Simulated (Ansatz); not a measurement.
## Relativity in As

```
As
1.0
     1.87741    1.08392    3.70434
    -1.87741    1.08392    3.70434
     0.00000   -2.16785    3.70434
As
2
Direct
  0.22443 0.22443 0.22443
  0.77557 0.77557 0.77557
```

Atoms are numbered in the order listed.

Structure from Materials Project entry mp-11 (possibly hypothetical), not relaxed further.

One fixed cell is solved with PBEsol by LAPW (all electrons) in Ansatz 0.2.0 under different relativistic treatments. Pressure is positive in compression.

Sampling and basis: a Γ-centred 12×12×12 k mesh, Fermi–Dirac smearing of 0.05 eV, basis error target 0.5 meV/atom, no spin polarisation.

```tsv
setting	P (GPa)	force As1 z (eV/Å)
scalar-relativistic	-1.40	0.168
non-relativistic	-1.17	0.203
with spin–orbit coupling	-1.38	0.166
scalar-relativistic, point nuclei	-1.40	0.168
scalar-relativistic, inner shells corrected to Dirac	-1.40	0.168
```
